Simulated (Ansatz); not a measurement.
**Structure search: one ZrGa₂S₂ candidate**

These are results of DFT PBE, scalar-relativistic, plane waves, PAW (Ansatz), not measurements. Cutoff 420 eV, Gaussian smearing, Γ-centred meshes. Cell and atoms relax first on a coarse mesh and then on a finer one. In between, the cell is made exact in the group found at 0.06 Å. In metals the finer mesh still leaves noise of several meV/atom or more. The steps can't lower the symmetry of their start. No spin polarisation in the relaxation; trial moments died out in a coarse test.

The cell of ZrGa₂S₂ is invented: random cell by space group and Wyckoff sites (P6/mmm, No. 191). Its size is a rough estimate.

```cif
data_structure
_symmetry_space_group_name_H-M 'P6/mmm'
_symmetry_Int_Tables_number 191
_cell_length_a 5.1461
_cell_length_b 5.1461
_cell_length_c 4.7695
_cell_angle_alpha 90.000
_cell_angle_beta 90.000
_cell_angle_gamma 120.000
_cell_volume 109.38
loop_
_atom_site_label
_atom_site_type_symbol
_atom_site_symmetry_multiplicity
_atom_site_Wyckoff_symbol
_atom_site_fract_x
_atom_site_fract_y
_atom_site_fract_z
_atom_site_occupancy
Zr1 Zr 1 a 0.00000 0.00000 0.00000 1
Ga1 Ga 2 d 0.33333 0.66667 0.50000 1
S1 S 2 c 0.33333 0.66667 0.00000 1
```

The zero of energy is the elements' standard structures at the same level; no fitted shifts are applied.

Question: What does it relax into?

Answer: The symmetry stays P6/mmm (No. 191). The volume per atom shrinks by 9.8 %, from 21.9 to 19.7 Å³. The shortest distance goes from 2.38 Å (Ga–S) to 2.61 Å (Ga–S). The ratio c/a of the conventional cell changes by a factor of 1.20. The energy falls by about 0.21 eV/atom (the start's value is from the coarse mesh). Conventional cell: a = 4.675 Å, c = 5.214 Å. Around Zr lie 6 S at 2.70 Å; Ga has 2 S at 2.61 Å and 3 Ga at 2.70 Å; around S lie 2 Ga at 2.61 Å, 3 Zr at 2.70 Å and 3 S at 2.70 Å.

```xyz
5
Lattice="4.6755 0.0000 0.0000 -2.3377 4.0491 0.0000 0.0000 0.0000 5.2138" Properties=species:S:1:pos:R:3 pbc="T T T"
Zr    0.0000    0.0000    0.0000
Ga    0.0000    2.6994    2.6069
Ga    2.3377    1.3497    2.6069
S     0.0000    2.6994    0.0000
S     2.3377    1.3497    0.0000
```

Question: Give its energy and gap.

Answer: The formation energy is −0.37 eV/atom. The gap on the 12×12×8 mesh of the 5-atom cell is 0 eV (a metal).

The last run used Gaussian smearing of 0.10 eV. The reference form of S is held partly by dispersion forces, which this level lacks. Symmetry constrained the relaxation, so the result can be a saddle point. Another cell of ZrGa2S2 relaxed alike, in P4mm, lies 173 meV/atom lower, so this cell isn't the stable form at this level.
